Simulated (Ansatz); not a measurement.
**Ti5CuSb3: Coordination and 49Ti quadrupole coupling**

Cell: a computed structure from the Materials Project (it need not be an observed phase), atoms as given.

Space group P6_3/mcm (No. 193); a = 8.1535, c = 5.4780 Å, γ = 120.00°.

| site | Wyckoff | site symmetry | x | y | z |
| --- | --- | --- | --- | --- | --- |
| Ti1 | 4d | 3.2 | 0.3333 | 0.6667 | 0.0000 |
| Ti5 | 6g | m2m | 0.7333 | 0.0000 | 0.7500 |
| Cu | 2b | -3.m | 0.0000 | 0.0000 | 0.5000 |
| Sb | 6g | m2m | 0.3834 | 0.0000 | 0.7500 |

One atom of each set is listed.

Method: Kohn–Sham DFT in Ansatz, PBE, plane waves and PAW, scalar-relativistic, 420 eV cutoff, Γ-centred 5×5×6 k-points, Fermi–Dirac smearing 0.05 eV.

Q(49Ti) = 247.0 mb.

(1) Order the Ti environments from the weakest to the strongest quadrupole coupling.
A. Ti1: 8 Ti at 2.74–3.32 Å, 6 Sb at 2.88 Å
B. Ti5: 2 Cu at 2.57 Å, 5 Sb at 2.78–2.90 Å

Results:

(1) B (9.39 MHz, η = 0.23), A (17.8 MHz, η = 0.00).

An axis of threefold or higher order runs through Ti1, so V_zz lies along it and η is zero.

With no gap above 0.1 eV, as in a metal, the gradients converge slowly in k; expect changes of a tenth or more on a denser mesh. Without spin–orbit coupling (the program notes it for Sb) the gradients can shift somewhat, as the gap is small.
